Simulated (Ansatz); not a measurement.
**Stability checks on a candidate for In3GaAs4**

The cell was found from a structure generator's guess, not taken from experiment.

Theory: DFT PBE, scalar-relativistic, plane waves, PAW in Ansatz. Plane waves to 420 eV, a 6×6×6 mesh through Γ for the 8-atom cell and 0.10 eV Gaussian smearing; no spin polarisation.

```
In Ga As
1.0
     6.07736    0.00000    0.00000
     0.00000    6.07736    0.00000
     0.00000    0.00000    6.07736
In Ga As
3 1 4
Direct
  0.50000 0.00000 0.00000
  0.00000 0.00000 0.50000
  0.00000 0.50000 0.00000
  0.50000 0.50000 0.50000
  0.26006 0.73994 0.26006
  0.26006 0.26006 0.73994
  0.73994 0.73994 0.73994
  0.73994 0.26006 0.26006
```

The zero of energy is the elements' standard structures at the same level; no fitted shifts are applied.

Q: These tests were run: energy against the elements; random kick, then relaxation without symmetry; phonons at Γ; elastic tensor. What do they show?

A:

```csv
test,result
energy against the elements,−0.26 eV/atom
"random kick, then relaxation without symmetry",returns
phonons at Γ,lowest optical mode 50 cm⁻¹
elastic tensor,least eigenvalue 36 GPa
```

It fails none of these tests. Other phases of the system weren't compared here, so this isn't yet thermodynamic stability. Phonons away from Γ weren't computed.

The reference form of As is held partly by dispersion forces, which this level lacks. The kick test ran on a coarse mesh. The run for the phonons used a 6×6×6 k mesh and Fermi–Dirac smearing of 0.15 eV. The run for the elastic tensor used a 6×6×6 k mesh and Fermi–Dirac smearing of 0.15 eV.
